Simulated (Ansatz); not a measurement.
VInO4:
```
VInO4
1.0
    2.86813    -4.27345     0.00000
    2.86813     4.27345     0.00000
    0.00000     0.00000     6.64275
V In O
2 2 8
Direct
  0.64087   0.35913   0.25000
  0.35913   0.64087   0.75000
  0.00000   0.00000   0.50000
  0.00000   0.00000   0.00000
  0.24729   0.75271   0.54582
  0.75271   0.24729   0.45418
  0.75271   0.24729   0.04582
  0.24729   0.75271   0.95418
  0.73157   0.78223   0.75000
  0.26843   0.21777   0.25000
  0.78223   0.73157   0.25000
  0.21777   0.26843   0.75000
```

Cartesian axes are those of the cell as given.

Question: Give the high-frequency dielectric tensor and the Born effective charge tensors of the independent atoms from DFPT, PBEsol (plane waves, PAW; program Ansatz).

Answer: 
ε∞:
```
4.37  0.00  0.00
0.00  4.10  0.00
0.00  0.00  4.02
```
Z* of atom 1 (V), rows: field, columns: displacement, in e:
```
4.20  0.00  0.00
0.00  3.54  0.00
0.00  0.00  3.21
```
Z* of atom 3 (In), rows: field, columns: displacement, in e:
```
 3.94   0.00   0.00
 0.00   3.86   1.09
 0.00  -0.96   3.65
```
Z* of atom 5 (O), rows: field, columns: displacement, in e:
```
-0.69   0.00   0.00
 0.00  -2.11   1.09
 0.00   1.39  -1.98
```
Z* of atom 9 (O), rows: field, columns: displacement, in e:
```
-3.37   1.32   0.00
 1.31  -1.59   0.00
 0.00   0.00  -1.45
```

Static charges for comparison (Bader): V1 +2.16, In3 +1.94, O5 -0.94, O9 -1.11 e. Born charges measure polarisation by displacement and can exceed these by far.

Space group Cmcm. The first step of the workflow began from a Materials Project structure, measured or hypothetical; the Crystallography Open Database files this formula in space group No. 63, but the cells were not matched. Whether it is the stable phase at ambient conditions was not checked. Symmetry was held in the PBEsol relaxation; whether a distortion lowers the energy is not shown. No spin polarisation was allowed. No Hubbard U is applied. Spin–orbit coupling is left out wherever it is not named.

Potentials: the later of the program's two PAW sets.
